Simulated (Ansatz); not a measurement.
SiO2:
```cif
data_O6Si3
_chemical_formula_sum 'Si3 O6'
_space_group_name_H-M_alt 'P3121'
_space_group_IT_number 152
_space_group_name_Hall 'P 31 2"'
_cell_length_a 4.94785
_cell_length_b 4.94785
_cell_length_c 5.44071
_cell_angle_alpha 90.000
_cell_angle_beta 90.000
_cell_angle_gamma 120.000
loop_
_atom_site_label
_atom_site_type_symbol
_atom_site_symmetry_multiplicity
_atom_site_Wyckoff_symbol
_atom_site_fract_x
_atom_site_fract_y
_atom_site_fract_z
_atom_site_occupancy
Si1 Si 3 b 0.52968 0.52968 0.50000 1
O1 O 6 c 0.73299 0.14552 0.04786 1
```

Relaxed with the program Ansatz at the PBEsol level (PAW). Indices refer to the conventional cell of P3_121, a = 4.948 Å, b = 4.948 Å, c = 5.441 Å, α = 90.00°, β = 90.00°, γ = 120.00°.

### Question
Simulate the powder diffraction pattern (neutron, λ = 1.5401 Å; lines above 1 %) up to 2θ = 90°.

### Answer
Simulated powder pattern, neutron, λ = 1.5401 Å (kinematic, ideal powder, no thermal factors, coherent scattering alone; the 30 strongest lines at most, above 1 %, up to 2θ = 90°):

| 2θ (°) | d (Å) | I/Imax (%) | hkl |
|---|---|---|---|
| 20.71 | 4.285 | 15 | (1 0 -1 0) |
| 26.45 | 3.366 | 100 | (1 0 -1 1)+(0 1 -1 1) |
| 36.27 | 2.474 | 21 | (1 1 -2 0) |
| 39.18 | 2.297 | 26 | (1 0 -1 2)+(0 1 -1 2) |
| 39.99 | 2.252 | 22 | (1 1 -2 1) |
| 45.45 | 1.993 | 25 | (0 2 -2 1)+(2 0 -2 1) |
| 49.76 | 1.830 | 32 | (1 1 -2 2) |
| 50.25 | 1.814 | 1.2 | (0003) |
| 54.45 | 1.683 | 22 | (2 0 -2 2)+(0 2 -2 2) |
| 54.91 | 1.670 | 10 | (1 0 -1 3)+(0 1 -1 3) |
| 56.78 | 1.620 | 11 | (2 1 -3 0) |
| 59.48 | 1.552 | 33 | (2 1 -3 1)+(1 2 -3 1) |
| 63.54 | 1.463 | 8.7 | (1 1 -2 3) |
| 65.25 | 1.428 | 2.4 | (3 0 -3 0) |
| 67.19 | 1.392 | 22 | (1 2 -3 2)+(2 1 -3 2) |
| 67.60 | 1.384 | 30 | (0 2 -2 3)+(2 0 -2 3) |
| 67.75 | 1.382 | 23 | (3 0 -3 1)+(0 3 -3 1) |
| 72.88 | 1.296 | 14 | (0 1 -1 4)+(1 0 -1 4) |
| 75.02 | 1.265 | 17 | (3 0 -3 2)+(0 3 -3 2) |
| 77.00 | 1.237 | 6.4 | (2 2 -4 0) |
| 79.21 | 1.208 | 40 | (1 2 -3 3)+(2 1 -3 3) |
| 79.35 | 1.206 | 6.8 | (2 2 -4 1) |
| 80.49 | 1.192 | 23 | (1 1 -2 4) |
| 80.77 | 1.188 | 27 | (3 1 -4 0) |
| 83.09 | 1.161 | 24 | (3 1 -4 1)+(1 3 -4 1) |
| 84.23 | 1.148 | 5.8 | (0 2 -2 4)+(2 0 -2 4) |
| 86.29 | 1.126 | 10 | (2 2 -4 2) |
| 86.67 | 1.122 | 8.5 | (3 0 -3 3)+(0 3 -3 3) |
| 90.00 | 1.089 | 41 | (3 1 -4 2)+(1 3 -4 2) |

The PBEsol relaxation kept the symmetry of its start.

Potentials: the later of the program's two PAW sets.
